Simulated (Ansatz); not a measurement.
YN:
```cif
data_N2Y2
_chemical_formula_sum 'Y2 N2'
_space_group_name_H-M_alt 'P63/mmc'
_space_group_IT_number 194
_space_group_name_Hall '-P 6c 2c'
_cell_length_a 3.98947
_cell_length_b 3.98947
_cell_length_c 4.86556
_cell_angle_alpha 90.000
_cell_angle_beta 90.000
_cell_angle_gamma 120.000
loop_
_atom_site_label
_atom_site_type_symbol
_atom_site_symmetry_multiplicity
_atom_site_Wyckoff_symbol
_atom_site_fract_x
_atom_site_fract_y
_atom_site_fract_z
_atom_site_occupancy
Y1 Y 2 d 0.66667 0.33333 0.25000 1
N1 N 2 c 0.33333 0.66667 0.25000 1
```

Relaxed with PBEsol.

Problem. Which orbitals make up the states near the band edges in plane-wave PAW PBEsol (Ansatz code)?

Solution. Top 1 eV of the valence band: N 2p 79 %, Y 4d 17 %. Bottom 1 eV of the conduction band: Y 4d 89 %, N 2p 10 %. Projections are on Löwdin-orthogonalised atomic valence shells; empty p or d shells of many metals are not among them.

Problem. Tabulate the density of states.

Solution. States/eV per cell of 4 atoms, in 0.25 eV bins, energy from the valence-band maximum.

```csv
E (eV),total,N 2p,Y 4d,Y 5s
-7.85,0.00,0.00,0.00,0.00
-7.60,0.00,0.00,0.00,0.00
-7.35,0.00,0.00,0.00,0.00
-7.10,0.00,0.00,0.00,0.00
-6.85,0.00,0.00,0.00,0.00
-6.60,0.00,0.00,0.00,0.00
-6.35,0.00,0.00,0.00,0.00
-6.10,0.00,0.00,0.00,0.00
-5.85,0.00,0.00,0.00,0.00
-5.60,0.00,0.00,0.00,0.00
-5.35,0.00,0.00,0.00,0.00
-5.10,0.00,0.00,0.00,0.00
-4.85,0.00,0.00,0.00,0.00
-4.60,0.00,0.00,0.00,0.00
-4.35,0.00,0.00,0.00,0.00
-4.10,0.00,0.00,0.00,0.00
-3.85,0.00,0.00,0.00,0.00
-3.60,0.00,0.00,0.00,0.00
-3.35,0.41,0.23,0.13,0.03
-3.10,3.85,2.18,1.19,0.35
-2.85,3.65,2.08,1.07,0.36
-2.60,3.52,2.08,0.96,0.35
-2.35,2.36,1.49,0.67,0.13
-2.10,5.10,3.37,1.49,0.12
-1.85,7.31,5.04,1.97,0.11
-1.60,5.66,4.07,1.35,0.03
-1.35,8.55,6.35,1.74,0.03
-1.10,4.74,3.62,0.89,0.01
-0.85,1.68,1.30,0.32,0.00
-0.60,0.89,0.73,0.13,0.00
-0.35,0.25,0.22,0.02,0.00
-0.10,0.03,0.03,0.00,0.00
0.15,0.00,0.00,0.00,0.00
0.40,0.00,0.00,0.00,0.00
0.65,0.01,0.00,0.01,0.00
0.90,0.12,0.01,0.11,0.00
1.15,0.24,0.02,0.21,0.00
1.40,0.33,0.04,0.29,0.00
1.65,0.59,0.07,0.51,0.00
1.90,0.98,0.12,0.84,0.00
2.15,1.30,0.15,1.07,0.03
2.40,1.69,0.22,1.33,0.06
2.65,1.98,0.27,1.48,0.10
2.90,2.10,0.31,1.46,0.15
3.15,2.47,0.38,1.67,0.21
3.40,2.46,0.39,1.54,0.29
3.65,1.99,0.36,1.18,0.25
3.90,1.84,0.35,1.10,0.21
4.15,1.66,0.29,1.05,0.16
4.40,1.64,0.23,1.21,0.07
4.65,1.51,0.18,1.19,0.03
4.90,1.06,0.12,0.80,0.05
5.15,1.53,0.14,1.16,0.09
5.40,2.80,0.27,2.11,0.13
```

Space group P6_3/mmc. The workflow started from a Materials Project entry (that database holds measured and hypothetical structures alike); the Crystallography Open Database copy checked does not list it. COD files the formula under space group No. 225. Whether it is the stable phase at ambient conditions was not checked. The cell was relaxed with PBEsol under the symmetry of its start; whether a distortion lowers the energy is not shown. The run is not spin-polarised. Scalar-relativistic: spin–orbit coupling is off unless named, which matters more the heavier the elements.

Potentials: the later of the program's two PAW sets.
